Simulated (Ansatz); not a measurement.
Consider the following.

LuB$_{2}$Os$_{3}$:
Space group P6/mmm (No. 191); a = 5.4728 Å, b = 5.4728 Å, c = 2.9957 Å, α = 90.00°, β = 90.00°, γ = 120.00°

```
atom  site  symmetry       x       y       z
----  ----  --------  ------  ------  ------
B       2c      -6m2  0.3333  0.6667  0.0000
Os      3g       mmm  0.5000  0.5000  0.5000
Lu      1a     6/mmm  0.0000  0.0000  0.0000
```

This is the PBEsol-relaxed structure.

Task: All from the program Ansatz at the PBEsol level (PAW), unless another level is named. Give the electronic character.

Result: metallic (no gap).

Task: Give the formation energy from the elements (no fitted shifts).

Result: -31 kJ/mol-atom.

Task: Predict the density of states at the Fermi level.

Result: 0.41 states/eV per atom (mean over ±0.08 eV).

The workflow started from an entry of the Crystallography Open Database (COD). Its standing as an ambient phase is unchecked. The PBEsol relaxation kept the symmetry of its start; its stability against distortions is not shown here. The run is not spin-polarised. The references are the lowest solids computed at this level, not always the standard phases. Spin–orbit coupling is left out wherever it is not named.

Potentials: the later of the program's two PAW sets.
